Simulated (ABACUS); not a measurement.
A self-consistent single point of W (Im-3m, 2 atoms in the cell; from Materials Project mp-91, changed as shown).

```
CELL_PARAMETERS angstrom
      3.13053     0.00000     0.00000
      0.00000     3.13053     0.00000
      0.00000     0.00000     3.13053
ATOMIC_POSITIONS crystal
  W  0.00000 0.00000 0.00000
  W  0.50000 0.50000 0.50000
```

Computed with PBE, numerical atomic orbitals TZDP (confined pseudo-atomic orbitals with Gaussian additions; energy shift 0.01 Ry), PseudoDojo 0.5 standard norm-conserving PBE (tails mended) pseudopotentials (ABACUS).

ABACUS settings:

basis: TZDP numerical atomic orbitals, energy shift 0.01 Ry
KPT: Gamma 14 14 14 0 0 0
basis_type: lcao
dft_functional: PBE
ecutwfc: 100 Ry
smearing_method: fd
smearing_sigma: 0.00734986 Ry
potentials: PseudoDojo 0.5 standard norm-conserving PBE (tails mended)
symmetry: 1
ks_solver: scalapack_gvx
scf_nmax: 100
scf_thr: 1.0e-07
mixing_type: broyden
mixing_beta: 0.7

Results:

Number of valence electrons: 28
Number of bands: 24
Number of k-points after the program's reduction: 120
Size of the basis: 78
Number of SCF iterations: 7
Free energy E − TS: -4127.8739 eV
Fermi level (on the code's own zero): 23.48 eV
Pressure: 19.30 GPa

Stress (GPa, positive for compression):
```
19.30   0.00   0.00
 0.00  19.30   0.00
 0.00   0.00  19.30
```

For comparison: a first run was changed to give this one (lattice scaled by 0.98), and from it to this one the free energy rises by 50.7 meV/atom and the pressure goes from -1.28 to 19.30 GPa.

The atom-centred basis is finite, which shifts total energies and pressures against plane waves. The structure comes from a collection of computed structures, made at another level of theory; the collection holds predicted forms beside known ones. Its lattice was then scaled.

Cost on one core: about 30 core-seconds (a rough figure).

The atomic orbitals were generated for these runs; they are not ABACUS's published sets and were checked against plane waves on a few crystals only.

“Tails mended”: in these copies of the files the far tail of each local potential was reset to the Coulomb form.
